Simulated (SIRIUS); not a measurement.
SIRIUS run on YGe (Cmcm, 8 atoms in the cell; from Materials Project mp-9971, changed as shown): self-consistent single point.

Computed with PBEsol, GBRV PBEsol ultrasoft pseudopotentials (plane waves; SIRIUS).

The change in words: lattice scaled by 0.98. Reference geometry (Cmcm):
```xyz
8
Lattice="4.2826 0.0000 0.0000 0.0000 10.7244 0.0000 0.0000 0.0000 3.9546" Properties=species:S:1:pos:R:3 pbc="T T T"
Y      2.1413     3.8757     2.9660
Y      0.0000     1.4865     0.9887
Y      0.0000     9.2379     2.9660
Y      2.1413     6.8487     0.9887
Ge     2.1413     0.9049     2.9660
Ge     0.0000     4.4573     0.9887
Ge     0.0000     6.2671     2.9660
Ge     2.1413     9.8195     0.9887
```

Reference input (self-consistent single point, DFT, PBEsol, plane waves, GBRV PBEsol ultrasoft pseudopotentials): parameters.ngridk = 6 2 6; parameters.xc_functionals = [XC_GGA_X_PBE_SOL, XC_GGA_C_PBE_SOL]; parameters.gk_cutoff = 6.325 1/bohr; parameters.pw_cutoff = 14.143 1/bohr; parameters.smearing = fermi_dirac; parameters.smearing_width = 0.00367493 Ha; potentials = GBRV PBEsol ultrasoft pseudopotentials; parameters.electronic_structure_method = pseudopotential; parameters.num_bands = 60; parameters.num_mag_dims = 0; parameters.num_dft_iter = 100; parameters.energy_tol = 1e-07 Ha. This run's input differs from it in these lines:

```diff
@@ -32,7 +32,7 @@
     "lattice_vectors": [
-      [0.9999999397, 0.0, 0.0],
-      [0.0, 2.5042029426, 0.0],
-      [0.0, 0.0, 0.9234195812]
+      [0.999999947, 0.0, 0.0],
+      [0.0, 2.5042028415, 0.0],
+      [0.0, 0.0, 0.9234195439]
     ],
-    "lattice_vectors_scale": 8.092866,
+    "lattice_vectors_scale": 7.931009,
     "atom_coordinate_units": "A",
@@ -45,12 +45,12 @@
       "Y": [
-        [2.14128, 3.875690916, 2.96595],
-        [0.0, 1.486509084, 0.98865],
-        [0.0, 9.237890916, 2.96595],
-        [2.14128, 6.848709084, 0.98865]
+        [2.0984545, 3.7981770977, 2.906631],
+        [0.0, 1.4567789023, 0.968877],
+        [0.0, 9.0531330977, 2.906631],
+        [2.0984545, 6.7117349023, 0.968877]
       ],
       "Ge": [
-        [2.14128, 0.904924872, 2.96595],
-        [0.0, 4.457275128, 0.98865],
-        [0.0, 6.267124872, 2.96595],
-        [2.14128, 9.819475128, 0.98865]
+        [2.0984545, 0.8868263746, 2.906631],
+        [0.0, 4.3681296254, 0.968877],
+        [0.0, 6.1417823746, 2.906631],
+        [2.0984545, 9.6230856254, 0.968877]
       ]
```

Output, abridged:

```
[find] density tolerance         : 1e-06
[find] total energy tolerance    : 1e-07
[find] iter_solver_tol (initial) : 0.01
[find] iter_solver_tol (target)  : 1e-13
[find] num_dft_iter              : 100
Charges and magnetic moments
--------------------------------------------------------------------------------
total charge          : 100.000000
[find] | SCF iteration   0 out of 100|
[diagonalize] iterative solver tolerance (occupied, empty): 0.01 0.01
[diagonalize] average number of iterations: 2
[find] Charges and magnetic moments
[find] total charge          : 100.000000
[find] Energy
   [... lines left out ...]

[find] Charges and magnetic moments
[find] total charge          : 100.000000
[find] Energy
[find] smearing (-TS)                 :      -0.00570752
[find] Total energy                   :    -611.97459249 (Ha),   -1223.94918498 (Ry)
[find] Free energy (E-TS)             :    -611.98030002 (Ha),   -1223.96060003 (Ry)
[find] band gap (eV)                  :       0.00000000
[find] Efermi                         :       0.44937804
[find] iteration : 11, RMS (target) : 9.3559e-07 (1.0000e-06) , energy difference (target) : 1.9792e-09 (1.0000e-07)
[find] bands are converged : false
[find] iterative solver converged : true
[find] converged after 12 SCF iterations!
[find] Charges and magnetic moments
[find] total charge          : 100.000000
[find] Energy
[find] smearing (-TS)                 :      -0.00570752
[find] Total energy                   :    -611.97459249 (Ha),   -1223.94918498 (Ry)
[find] Free energy (E-TS)             :    -611.98030002 (Ha),   -1223.96060003 (Ry)
[find] band gap (eV)                  :       0.00000000
[find] Efermi                         :       0.44937804
[ground_state] === stress tensor components [kbar] ===
[ground_state] === stress_total ===
[ground_state]   -27.637360   -0.000000    0.000000
[ground_state]    -0.000000  -25.133041    0.000000
[ground_state]     0.000000    0.000000  -31.294704
[ground_state] ==== total Forces in Ha/bohr =====
   [... lines left out ...]
[ground_state] atom:    3, force:       0.0000000      0.0003293      0.0000000
[ground_state] atom:    4, force:       0.0000000     -0.0008409      0.0000000
[ground_state] atom:    5, force:      -0.0000000      0.0008409      0.0000000
[ground_state] atom:    6, force:       0.0000000     -0.0008409     -0.0000000
[ground_state] atom:    7, force:      -0.0000000      0.0008409     -0.0000000
```

The run converged in 12 iterations. SIRIUS prints the stress tensor with tension positive. Against the reference run the free energy is nearly the same (within 1 meV/atom), the pressure goes from -2.49 to 2.80 GPa and the largest force goes from 0.052 to 0.043 eV/Å.

The structure comes from a collection of computed structures, made at another level of theory; the collection holds predicted forms beside known ones. No clean gap shows at this smearing width and mesh (spacing up to 0.30 Å⁻¹); the mesh is coarse for partly filled bands, so the values carry mesh errors.

Cost on one core: about 2.5 core-minutes (a rough figure).
